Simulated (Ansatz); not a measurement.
The calculation used Ansatz, DFT PBE, scalar-relativistic, plane waves, PAW. Settings: cutoff 420 eV, Γ-centred meshes spaced at most about 0.3 Å⁻¹, and about 0.25 Å⁻¹ or finer for metals (2π included), Gaussian smearing. No spin polarisation in the final relaxations.

All energies are static (0 K, no zero-point motion). All come from trial cells, and lower structures may exist.

Task: Order these relaxed structures of Al₃GaIr by energy, lowest first, with the energy over the lowest of them.
A.

Space group P4/mmm (No. 123). a = 4.776 Å, b = 4.776 Å, c = 4.803 Å, α = 90.00°, β = 90.00°, γ = 90.00°
```
atom  site  symmetry       x       y       z
  Al    1d     4/mmm  0.5000  0.5000  0.5000
  Al    2f      mmm. 0.5000  0.0000  0.0000
  Ga    1b     4/mmm  0.0000  0.0000  0.5000
  Ir    1a     4/mmm  0.0000  0.0000  0.0000
```

B.

Space group Cm (No. 8). a = 8.100 Å, b = 4.082 Å, c = 5.146 Å, α = 90.00°, β = 96.04°, γ = 90.00°
```tsv
atom	site	symmetry	x	y	z
Al	2a	m	0.0160	0.0000	0.9216
Al	2a	m	0.1270	0.5000	0.3694
Al	2a	m	0.3416	0.0000	0.6673
Ga	2a	m	0.3096	0.0000	0.1793
Ir	2a	m	0.2049	0.5000	0.8624
```

C.

Space group Pm-3m (No. 221). a = 4.769 Å, b = 4.769 Å, c = 4.769 Å, α = 90.00°, β = 90.00°, γ = 90.00°
```csv
atom,site,symmetry,x,y,z
Al,3d,4/mm.m,0.5000,0.0000,0.0000
Ga,1b,m-3m,0.5000,0.5000,0.5000
Ir,1a,m-3m,0.0000,0.0000,0.0000
```

D.

Space group P3m1 (No. 156). a = 4.329 Å, b = 4.329 Å, c = 5.146 Å, α = 90.00°, β = 90.00°, γ = 120.00°
```csv
atom,site,symmetry,x,y,z
Al,1b,3m.,0.3333,0.6667,0.9045
Al,1c,3m.,0.6667,0.3333,0.3864
Al,1a,3m.,0.0000,0.0000,0.6591
Ga,1a,3m.,0.0000,0.0000,0.1714
Ir,1c,3m.,0.6667,0.3333,0.8786
```

Result: B (0 meV/atom), D (62 meV/atom), C (289 meV/atom), A (430 meV/atom). Forms: B Cm; D P3m1; C antiperovskite type, Pm-3m; A P4/mmm. Counting all near atoms (those within 1.25 times the shortest distance at each site; a plus sign parts nearer from farther groups; a slash parts the counts of unlike sites): B has Al 6+3/10/11, Ga 10, Ir 10; D has Al 8/3+6/11, Ga 11, Ir 11; C has Al 2, Ga 12+8, Ir 6; A has Al 2/12+8, Ga 2, Ir 6.

Spin–orbit coupling, which can matter for Ir, is left out. Cells relaxed within their symmetry can be saddle points. The Cm cell of Al3GaIr came from shaking the P3m1 one. Some candidate types were left out of the draw beforehand, so a known form may be missing.
